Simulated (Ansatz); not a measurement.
Si2W: strain and displacement

```
Si W
1.0
    -1.60600    1.60600    3.94000
     1.60600   -1.60600    3.94000
     1.60600    1.60600   -3.94000
Si W
2 1
Direct
  0.33300 0.33300 0.00000
  0.66700 0.66700 0.00000
  0.00000 0.00000 0.00000
```

Atom numbers follow the list: Si1, Si2, W3.

The cell comes from COD entry 1010283, which wasn't checked; take it as a given geometry. It differs from other determinations.

No spin–orbit coupling, which matters for the heavy atoms here.

Theory: Ansatz 0.2.0, DFT, PBEsol, PAW with Ansatz's default frozen-core files, scalar-relativistic.

Sampling and basis: a Γ-centred 18×18×18 k mesh, Fermi–Dirac smearing of 0.03 eV, cutoff 420 eV, no spin polarisation; the PAW files were made with PBE, and the program remakes their frozen cores for this functional.

The unchanged cell is at -3.54 GPa.

In a metal, stresses and small energies carry noise from the k mesh.

x, y and z are the Cartesian axes of the cell as listed; fractional coordinates follow a strain, and an engineering shear is twice the off-diagonal strain component.

Task: One change gave: energy change +10.7 meV/atom; stress change (xx, yy, zz, yz, xz, xy) 0.35, 0.35, 0.27, 4.30, 4.30, 4.23 GPa, compression positive; change of the force on Si2 (0.030, 0.030, 0.013) eV/Å. Which change was it?
A. equal xy, yz and zx engineering shear strains of -1 %
B. equal xy, yz and zx engineering shear strains of +1 %
C. equal xy, yz and zx engineering shear strains of +2 %
D. equal xy, yz and zx engineering shear strains of -2 %

Result: D. For equal xy, yz and zx engineering shear strains of -1 %: energy change +2.6 meV/atom; stress change (xx, yy, zz, yz, xz, xy) 0.09, 0.09, 0.07, 2.10, 2.10, 2.06 GPa, compression positive; change of the force on Si2 (0.012, 0.012, 0.003) eV/Å. For equal xy, yz and zx engineering shear strains of +1 %: energy change +2.5 meV/atom; stress change (xx, yy, zz, yz, xz, xy) 0.08, 0.08, 0.07, -2.00, -2.00, -1.96 GPa, compression positive. For equal xy, yz and zx engineering shear strains of +2 %: energy change +9.9 meV/atom; stress change (xx, yy, zz, yz, xz, xy) 0.33, 0.33, 0.26, -3.91, -3.91, -3.84 GPa, compression positive; change of the force on Si1 (0.008, 0.008, -0.012) eV/Å.
